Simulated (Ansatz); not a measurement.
Sr3BiN:
```cif
data_BiNSr3
_chemical_formula_sum 'Sr3 Bi1 N1'
_space_group_name_H-M_alt 'Pm-3m'
_space_group_IT_number 221
_space_group_name_Hall '-P 4 2 3'
_cell_length_a 5.22353
_cell_length_b 5.22353
_cell_length_c 5.22353
_cell_angle_alpha 90.000
_cell_angle_beta 90.000
_cell_angle_gamma 90.000
loop_
_atom_site_label
_atom_site_type_symbol
_atom_site_symmetry_multiplicity
_atom_site_Wyckoff_symbol
_atom_site_fract_x
_atom_site_fract_y
_atom_site_fract_z
_atom_site_occupancy
Sr1 Sr 3 c 0.00000 0.50000 0.50000 1
Bi1 Bi 1 a 0.00000 0.00000 0.00000 1
N1 N 1 b 0.50000 0.50000 0.50000 1
```

Relaxed with r²SCAN.

Tabulate the valence density and the electron localisation function along the shortest Sr–N contact (2.61 Å), DFT-r²SCAN in the program Ansatz with PAW potentials.



```csv
distance from Sr (Å),density (e/Å³),ELF
0.26,2.14,0.21
0.39,2.71,0.58
0.52,2.67,0.79
0.65,2.13,0.85
0.78,1.43,0.84
0.91,0.85,0.74
1.04,0.48,0.42
1.18,0.30,0.15
1.31,0.24,0.10
1.44,0.26,0.22
1.57,0.35,0.49
1.70,0.52,0.71
1.83,0.81,0.80
1.96,1.30,0.82
2.09,2.04,0.78
2.22,2.88,0.63
2.35,3.39,0.33
```

The density is the valence pseudo-density with augmentation charge, so density and ELF within about 1 Å of a nucleus are not all-electron values.

The first step of the workflow began from a Materials Project structure, measured or hypothetical; the Crystallography Open Database copy checked does not list it. Whether it is the stable phase at ambient conditions was not checked. Symmetry was held in the r²SCAN relaxation; whether a distortion lowers the energy is not shown. Scalar-relativistic: spin–orbit coupling is off unless named, which matters more the heavier the elements.

Potentials: the later of the program's two PAW sets.
